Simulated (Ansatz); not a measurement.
Hf (hcp, Mg type)

```
CELL_PARAMETERS angstrom
      3.20412     0.00000     0.00000
     -1.60206     2.77485     0.00000
      0.00000     0.00000     5.06894
ATOMIC_POSITIONS crystal
  Hf 0.33333 0.66667 0.75000
  Hf 0.66667 0.33333 0.25000
```

The slice is a (1 -1 0 0) plane (indices of the conventional cell) through the point (0.667, 0.333, 0.250) (fractional), spanned by u = [110] and v = [001] in vectors of this cell: u (3.20 Å) and v (5.07 Å, at 90° to u). It covers one period; positions are fractions (u, v).

Computed with PBE (plane waves to 420 eV, PAW, scalar-relativistic; Ansatz, an electronic-structure program). k mesh 17×17×9. Near the nuclei the fields are pseudised (PAW); where an atom keeps semicore shells as valence, they peak there. Hf is run without spin polarisation. Hf was relaxed with its symmetry unable to fall. Spin-orbit coupling is left out, though Hf is heavy. The PAW data are Ansatz's earlier set.

### Question
What is the valence density on the shortest Hf–Hf line in this plane (3.20 Å), at its midpoint?

### Answer
0.19 e/Å³.

### Question
What is the ELF at the midpoint of the shortest Hf–Hf line in this plane (3.20 Å)?

### Answer
0.29.

### Question
Predict the map of the valence electron density on the slice.

### Answer
```
|@@@@%%**==::..          ..::==**%%@@|
|%%%%##++--::..          ..::--++##%%|
|****++==::..              ..::==++**|
|====--::....              ....::--==|
|::::::....                  ....::::|
|......                          ....|
|                                    |
|                                    |
|                                    |
|                                    |
|              ..........            |
|            ......::......          |
|            ....::::::....          |
|          ....::::::::::....        |
|            ....::::::....          |
|            ......::......          |
|              ..........            |
|                                    |
|                                    |
|                                    |
|                                    |
|......                          ....|
|::::::....                  ....::::|
|====--::....              ....::--==|
|****++==::..              ..::==++**|
|%%%%##++--::..          ..::--++##%%|
|@@@@%%**==::..          ..::==**%%@@|
|@@@@%%**==::..          ..::==**%%@@|
```
Scale: ten equal steps from -0.77 (start of ' ') to 1.78 (end of '@'), in the order ' .:-=+*#%@'. Values: log₁₀ of the valence density in e/Å³. The map has 18 points along u (two characters each, u = 0 at the left) and 28 along v (v = 0 in the bottom row). The scale is logarithmic, as a density can span decades between atoms and voids.
